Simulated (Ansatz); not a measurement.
HfC: pressure against volume

HfC, Fm-3m, a = 4.607 Å. Ansatz: PBEsol, PAW, 420 eV, Γ-centred 16×16×16 mesh on 2 atoms, Gaussian smearing 0.10 eV; no spin polarisation. Symmetry fixes shape and atoms, so the cell is only scaled; pressure is positive in compression.

```tsv
V (Å³/atom)	P (GPa)
10.758	?
11.125	28.05
11.492	17.25
11.858	7.97
12.225	-0.04
12.592	-6.95
12.959	-12.91
13.448	-19.61
```

Task: Take V0 = 12.225 Å³/atom, count pressures from its P0 = -0.04 GPa, fit the third-order Birch–Murnaghan form to the other rows, and predict the missing pressure.

Result: With the Eulerian strain f = ½[(V0/V)^(2/3) − 1] and y = (P − P0)/[3f(1 + 2f)^(5/2)], the form is the line y = B0 + 1.5 B0 (B0′ − 4) f. Rows (f, y): 0.03244, 246.7; 0.02104, 247.1; 0.01026, 247.3; -0.00976, 247.9; -0.01906, 248.0; -0.03079, 248.4. Means f = 0.0006883, y = 247.57; Σ(Δf)² = 0.003004, ΣΔfΔy = -0.07784; the slope is their ratio. y = 247.6 − 25.91 f GPa, so B0 = 247.6 GPa and B0′ = 4 + 2 × (-25.91)/(3 × 247.6) = 3.93. At V = 10.758, f = 0.04448, y = 246.45 and P = 40.65 GPa. The run gave 40.63 GPa, so the fit is 0.02 GPa too high, a small miss on the scale of the series.

Spin–orbit coupling is left out, which can shift energies with elements as heavy as these.